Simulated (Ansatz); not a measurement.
This run works on a generated trial structure, not on a known crystal.

Input and command of a plane-wave DFT calculation in Ansatz:

```yaml
crystal:
  lattice:
    - [-2.2823588164, 2.2823588164, 16.1064957665]
    - [2.2823588164, -2.2823588164, 16.1064957665]
    - [2.2823588164, 2.2823588164, -16.1064957665]
  atoms:
    - { symbol: Te, position: [0.1022225615, 0.1022225615, 0.0] }
    - { symbol: Te, position: [0.8977774385, 0.8977774385, 0.0] }
    - { symbol: Te, position: [0.5, 0.5, 0.0] }
    - { symbol: Pb, position: [0.0, 0.0, 0.0] }
    - { symbol: Pb, position: [0.604241286, 0.604241286, 0.0] }
    - { symbol: Pb, position: [0.2035641344, 0.2035641344, 0.0] }
    - { symbol: Pb, position: [0.7964358656, 0.7964358656, 0.0] }
    - { symbol: Pb, position: [0.395758714, 0.395758714, 0.0] }
    - { symbol: Se, position: [0.701241677, 0.701241677, 0.0] }
    - { symbol: Se, position: [0.298758323, 0.298758323, 0.0] }
basis:
  ecutwfc: 420
kpoints:
  mp_grid: { grid: [12, 12, 12] }
hamiltonian:
  xc: pbe
scf:
  occupations: { method: gaussian, width: 0.02 }
output:
  forces: true
  stress: true
  eigenvalues: true
relax:
  adjacent_minimum: "off"
  f_tol: 0.01
  max_steps: 80
  cell: { stress_tol: 0.05 }
```

```bash
ansatz run input.yaml --threads 4 --pin off --max-ram 8192MiB --backend cpu --events-out ev --progress --plain --runs-dir out
```

Processor: Intel(R) Xeon(R) Processor @ 2.70GHz, 4 threads, on a host shared with other jobs.

Problem. How long does it run, and how much memory does it take?

Solution. About 7.8 min, peak memory 3.2 GiB. It solves 90 bands at 163 k points (after reduction by symmetry) with about 6517 plane waves (on the last cell), in 26 SCF iterations over 4 ionic steps.
